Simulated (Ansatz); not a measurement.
**Levels of theory for SnC3 (ordering on diamond)**

All numbers come from the PAW code Ansatz. Note: simulated data, non-magnetic, for a generated structure that need not be the stable one.

The cell is an ordered 4-atom cell of SnC3 on the diamond lattice (R3m); cell and atoms were relaxed with r2SCAN. Around C lie 3 C at 1.89 Å and 1 Sn at 2.16 Å; around C lie 1 C at 1.46 Å and 3 Sn at 2.06 Å; around C lie 4 C at 1.46–1.89 Å; around Sn lie 4 C at 2.06–2.16 Å.

Space group R3m:H (No. 160). a = 3.134 Å, b = 3.134 Å, c = 15.514 Å, α = 90.00°, β = 90.00°, γ = 120.00°
```json
{"atom": "C", "site": "3a", "symmetry": "3m", "x": "0.0000", "y": "0.0000", "z": "0.0143"}
{"atom": "C", "site": "3a", "symmetry": "3m", "x": "0.3333", "y": "0.6667", "z": "0.1442"}
{"atom": "C", "site": "3a", "symmetry": "3m", "x": "0.3333", "y": "0.6667", "z": "0.0500"}
{"atom": "Sn", "site": "3a", "symmetry": "3m", "x": "0.6667", "y": "0.3333", "z": "0.2082"}
```

Relaxed lattice by functional, symmetry kept:
```csv
functional,k mesh,a (Å),c (Å),volume (Å³/atom)
PBE,10×10×10,3.143,15.616,11.13
r2SCAN,8×8×8,3.134,15.514,11.00
```

On this one geometry the levels give:
```json
{"level": "PBE", "k mesh": "10×10×10", "gap (eV)": "none (overlap 0.01)", "kind": "–", "edges": "–", "least direct gap (eV)": "–", "rough cost": "11 core-seconds"}
{"level": "PBE+SOC", "k mesh": "10×10×10", "gap (eV)": "0.01", "kind": "indirect", "edges": "Γ → Γ–T (0.10)", "least direct gap (eV)": "0.01", "rough cost": "50 core-seconds"}
{"level": "r2SCAN", "k mesh": "10×10×10", "gap (eV)": "none (overlap 0.03)", "kind": "–", "edges": "–", "least direct gap (eV)": "–", "rough cost": "23 core-seconds"}
{"level": "HSE06", "k mesh": "6×6×6", "gap (eV)": "0.60", "kind": "direct", "edges": "Γ", "least direct gap (eV)": "0.60", "rough cost": "3 core-minutes"}
```
All runs use a smearing of 0.02 eV.
Wave cutoffs: 420 eV, 500 eV (r2SCAN).
Points off the special ones are mesh points or PBE's searched band edges, reused at the other levels. Gaps under 0.1 eV (PBE+SOC) can't be told from a closed one: the bands may be in normal order or already inverted, which a gap's size doesn't show.
Costs come from shared machines and give only the order; PBE's includes the band path. The runs had 2 threads of Arm Neoverse V2 (shared host).

HSE06 gives a direct gap of 0.60 eV at Γ. The PBE+SOC gap is indirect, 0.006 eV (Γ to Γ–T (0.10 of the way from Γ)), below the direct gap of 0.009 eV at Γ–T (0.10 of the way from Γ). (This is within a few times the smearing of 0.02 eV, so the filling near the edges can be smeared.) Least and direct gap differ so little that the kind isn't settled. With so small a gap spin-orbit coupling can invert the bands, which the size of the gap doesn't show: the edges may have crossed and parted again.

Direct and least gap lie within 0.04 eV at some levels, so the kind of gap isn't settled.

Only the levels marked +SOC include spin-orbit coupling.
